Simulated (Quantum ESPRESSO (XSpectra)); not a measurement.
Quantum ESPRESSO (XSpectra) run for X-ray absorption at the Al K edge of Ti3Al (P6₃/mmc). Geometry: Materials Project entry mp-1823 (a computed structure). No spin-polarised start was tried. The cell is the entry's, not relaxed again. The ground-state test found no gap over 0.25 eV with this functional, so the cell is neutral with smeared occupations; energies count from the Fermi level. pw.x input:

```
&CONTROL
  calculation = 'scf'
  prefix = 'x'
  pseudo_dir = './pseudo'
  outdir = './out'
/
&SYSTEM
  ibrav = 0
  nat = 24
  ntyp = 3
  ecutwfc = 67
  input_dft = 'PZ'
  occupations = 'smearing'
  smearing = 'mv'
  degauss = 0.02
/
&ELECTRONS
  conv_thr = 2.4e-07
  mixing_beta = 0.4
/
ATOMIC_SPECIES
Alh 26.982 Al.lda-tm-gipaw-star1s.UPF
Ti 47.867 Ti.upf
Al 26.982 Al.lda-tm-gipaw.UPF
CELL_PARAMETERS angstrom
   2.873849954    4.977654133    4.630550000
   5.747699908    0.000000000   -4.630550000
  -2.873849954    4.977654133   -4.630550000
ATOMIC_POSITIONS crystal
Ti     0.579899500    0.250000000    0.079899500
Ti     0.913232833    0.916666667    0.746566167
Ti     0.246566167    0.583333333    0.413232833
Ti     0.420100500    0.750000000    0.920100500
Ti     0.753433833    0.416666667    0.586767167
Ti     0.086767167    0.083333333    0.253433833
Ti     0.583333333    0.586767167    0.246566167
Ti     0.916666667    0.253433833    0.913232833
Ti     0.250000000    0.920100500    0.579899500
Ti     0.416666667    0.413232833    0.753433833
Ti     0.750000000    0.079899500    0.420100500
Ti     0.083333333    0.746566167    0.086767167
Ti     0.253433833    0.086767167    0.916666667
Ti     0.586767167    0.753433833    0.583333333
Ti     0.920100500    0.420100500    0.250000000
Ti     0.746566167    0.913232833    0.083333333
Ti     0.079899500    0.579899500    0.750000000
Ti     0.413232833    0.246566167    0.416666667
Alh    0.416666667    0.916666663    0.250000003
Al     0.750000000    0.583333330    0.916666670
Al     0.083333333    0.249999997    0.583333337
Al     0.583333333    0.083333337    0.749999997
Al     0.916666667    0.750000003    0.416666663
Al     0.250000000    0.416666670    0.083333330
K_POINTS automatic
4 4 4 0 0 0
```

xspectra.x input:

```
&input_xspectra
  calculation = 'xanes_dipole'
  edge = 'K'
  prefix = 'x'
  outdir = './out'
  xonly_plot = .false.
  xiabs = 1
  xcoordcrys = .false.
  xepsilon(1) = 1.0
  xepsilon(2) = 0.0
  xepsilon(3) = 0.0
  xe0 = 12.0468
  xniter = 1500
  xcheck_conv = 50
  xerror = 0.002
  x_save_file = 'x0.sav'
/
&plot
  xnepoint = 451
  xemin = -5.0
  xemax = 40.0
  xgamma = 0.7
  terminator = .true.
  cut_occ_states = .true.
/
&pseudos
  filecore = 'core.wfc'
/
&cut_occ
  cut_desmooth = 0.1
  cut_stepl = 0.01
  cut_ierror = 1e-6
/
4 4 4 1 1 1
```

End of the pw.x output:

```
   -20.3501 -20.3501 -20.3471 -20.3410 -20.3289 -20.3289 -20.2868 -20.2868
   -20.2658 -20.2634 -20.2634 -20.2471 -20.2164 -20.2164 -20.2145 -20.2145
     4.4176   5.9354   6.0612   6.1604   6.1604   6.2005   7.6520   7.6520
     8.6053   8.7129   9.1542   9.1542   9.1781   9.2687   9.9598   9.9598
    10.0802  10.1505  10.1505  10.1760  10.1760  10.3458  10.3458  10.3848
    10.5952  10.5952  10.7880  10.7880  11.2398  11.2398  11.3734  11.3734
    11.4504  11.4509  11.4866  11.4866  11.4966  11.4966  11.5098  11.5233
    11.8460  11.8754  11.8765  11.8765  11.8890  11.9554  12.3617  12.3617
    12.4150  12.4150  12.5170  12.5170  12.5476  12.5543  12.5642  12.5642
    12.8166  12.8166  12.8175  12.8196  13.0781  13.0781  13.2814  13.2863
    13.2863  13.2925  13.7365  13.7372  13.7540  13.7541

     the Fermi energy is    12.0468 ev

!    total energy              =   -2194.62139176 Ry
     estimated scf accuracy    <       0.00000003 Ry
     smearing contrib. (-TS)   =       0.02730704 Ry
     internal energy E=F+TS    =   -2194.64869880 Ry

     The total energy is F=E-TS. E is the sum of the following terms:
     one-electron contribution =    -866.16335571 Ry
     hartree contribution      =     508.51133375 Ry
     xc contribution           =    -351.16667018 Ry
     ewald contribution        =   -1485.83000666 Ry

     convergence has been achieved in  15 iterations

     XML data file, charge density, pseudopotentials, collected wavefunctions
```

xspectra.x output, shortened:

```
... Begin STEP 1 ...

        Radial transition matrix element(s) used in the calculation of the
        initial vector of the Lanczos basis (|tilde{phi}_abs> normalized)
        | For PAW proj. (l=1) #1: radial matrix element =   0.026495834
        | For PAW proj. (l=1) #2: radial matrix element =   0.031773976

NB: the    16 k-point are not all listed below because npool=  4
        |-------------------------------------------------------------
        ! k-point #     1:  ( 0.1070,  0.1854, -0.0664),  0.0312,   1
        |-------------------------------------------------------------
 okvan= F
        |   Norm of the initial Lanczos vector: 0.20725181E-01
        !   => CONVERGED at iter    600 with error=  0.00195614
        |-------------------------------------------------------------
        ! k-point #     2:  ( 0.0000,  0.3707, -0.1992),  0.0312,   1
        |-------------------------------------------------------------
 okvan= F
        |   Norm of the initial Lanczos vector: 0.20725181E-01
        !   => CONVERGED at iter    650 with error=  0.00172817
        |-------------------------------------------------------------
        ! k-point #     3:  (-0.1070,  0.5561, -0.3321),  0.0312,   1
        |-------------------------------------------------------------
 okvan= F
        |   Norm of the initial Lanczos vector: 0.20725182E-01
        !   => CONVERGED at iter    750 with error=  0.00096855
        |-------------------------------------------------------------

        ...
... Begin STEP 2 ...

     The spectrum is calculated using the following parameters:
        xe0 [eV]:   12.0468
        the occupied states are elimintate from the spectrum
        xemin [eV]:  -5.00
        xemax [eV]:  40.00
        xnepoint:  451
        constant broadening parameter [eV]:    0.700
        Core level energy [eV]:  -1559.
         (from electron binding energy of neutral atoms in X-ray data booklet)

     Cross-section successfully written in xanes.dat

     ... End STEP 2 ...

     xanes        :    538.48s CPU    539.92s WALL (       1 calls)

     -------------------------------------------------------------------------
                                END JOB XSpectra
     -------------------------------------------------------------------------
```

xanes.dat for the field along x, every fifth line (energy in eV, cross section):

```
   -5.000   2.2640e-04
   -4.500   2.4940e-04
   -4.000   2.7710e-04
   -3.500   3.1120e-04
   -3.000   3.5430e-04
   -2.500   4.1090e-04
   -2.000   4.8900e-04
   -1.500   6.0450e-04
   -1.000   7.9350e-04
   -0.500   1.1440e-03
    0.000   1.8080e-03
    0.500   2.5660e-03
    1.000   2.7200e-03
    1.500   2.6130e-03
    2.000   2.8040e-03
    2.500   3.3460e-03
    3.000   4.2700e-03
    3.500   6.1450e-03
    4.000   8.8950e-03
    4.500   9.3810e-03
    5.000   8.1670e-03
    5.500   7.6240e-03
    6.000   7.6210e-03
    6.500   8.1800e-03
    7.000   9.4810e-03
    7.500   1.0700e-02
    8.000   1.1200e-02
    8.500   1.0920e-02
    9.000   1.0440e-02
    9.500   9.8690e-03
   10.000   9.0280e-03
   10.500   8.1060e-03
   11.000   7.0240e-03
   11.500   6.1480e-03
   12.000   5.6200e-03
   12.500   5.1150e-03
   13.000   4.7910e-03
   13.500   4.7290e-03
   14.000   5.0490e-03
   14.500   5.5700e-03
   15.000   5.7920e-03
   15.500   6.0610e-03
   16.000   6.4590e-03
   16.500   6.6870e-03
   17.000   6.3980e-03
   17.500   5.9260e-03
   18.000   5.3700e-03
   18.500   4.9900e-03
   19.000   4.8200e-03
   19.500   4.6140e-03
   20.000   4.5350e-03
   20.500   4.6130e-03
   21.000   4.6310e-03
   21.500   4.6020e-03
   22.000   4.5740e-03
   22.500   4.6470e-03
   23.000   4.8520e-03
   23.500   5.1560e-03
   24.000   5.4430e-03
   24.500   5.4430e-03
   25.000   5.4350e-03
   25.500   5.5720e-03
   26.000   5.8560e-03
   26.500   6.2960e-03
   27.000   6.6520e-03
   27.500   7.0420e-03
   28.000   7.7590e-03
   28.500   7.8450e-03
   29.000   7.4350e-03
   29.500   7.1640e-03
   30.000   7.0120e-03
   30.500   6.6940e-03
   31.000   6.5520e-03
   31.500   6.3890e-03
   32.000   6.0000e-03
   32.500   5.4370e-03
   33.000   4.8780e-03
   33.500   4.4810e-03
   34.000   4.1420e-03
   34.500   3.8200e-03
   35.000   3.5290e-03
   35.500   3.3440e-03
   36.000   3.1870e-03
   36.500   3.0230e-03
   37.000   3.0140e-03
   37.500   3.1230e-03
   38.000   3.1300e-03
   38.500   3.0520e-03
   39.000   2.9900e-03
   39.500   2.9200e-03
   40.000   2.8630e-03
```
